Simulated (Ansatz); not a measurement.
Pt (simple cubic, space group No. 221) at seven volumes, plane-wave PAW r²SCAN (Ansatz code), scaled uniformly. One row is withheld.

| V (Å³/atom) | P (GPa) |
|---|---|
| 16.063 | 24.81 |
| 16.593 | 14.85 |
| 17.123 | 6.70 |
| 17.652 | -0.01 |
| 18.182 | ? |
| 18.711 | -10.21 |
| 19.241 | -14.01 |

**Question.** Fit the shown pressures and predict the withheld one.

**Answer.** P = (3/2)B₀(x^(7/2) − x^(5/2))[1 + (3/4)(B′ − 4)(x − 1)] with x = (V₀/V)^(2/3). Least squares on the six rows gives V₀ = 17.649 Å³/atom, B₀ = 204 GPa, B′ = 5.38. At V = 18.182, x = 0.9804 and P = -5.60 GPa. The run itself gave -5.58 GPa.

Space group Pm-3m (simple cubic). The cell is a constructed one: a structure type filled with these elements; neither database checked (COD, Materials Project) lists it. It is not the phase usual at ambient conditions (space group No. 225). Symmetry was held in the r²SCAN relaxation; its stability against distortions is not shown here. The run is not spin-polarised. Scalar-relativistic: spin–orbit coupling is off unless named, which matters more the heavier the elements.

Potentials: the later of the program's two PAW sets.
